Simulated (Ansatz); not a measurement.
With r²SCAN+D4 in the plane-wave PAW code Ansatz, BP in the hexagonal phase (P6_3/mmc; B on 2c, P on 2d) relaxes to a = 3.198 Å, c = 7.967 Å. B has 3 nearest neighbours from 1.85 Å (trigonal planar); P has 3 nearest neighbours from 1.85 Å (trigonal planar). Its formation energy from the elements is -0.054 eV/atom, with no fitted shifts.

It is gapped at this level: 0.87 eV (indirect). The valence maximum lies on the K–Γ line, 11 % of the way from K and the conduction minimum at M (3 equivalent valleys). HSE06 on the same cell gives 1.17 eV. Electrons at the band edge weigh 0.17, 1.1, 4.8 mₑ (principal values). The hole mass is 0.13, 1.6, 2.6 mₑ (principal values).

An equation-of-state fit gives a bulk modulus of 16.4 GPa. Bader charges are B +1.18, P -1.18 e.

The start of the workflow was typed in or built on a structure type; neither database checked (COD, Materials Project) lists it. It is not the phase usual at ambient conditions (space group No. 216). Symmetry was held in the r²SCAN+D4 relaxation; whether a distortion lowers the energy is not shown. The references are the lowest solids computed at this level, not always the standard phases.

Potentials: the earlier of the program's two PAW sets.
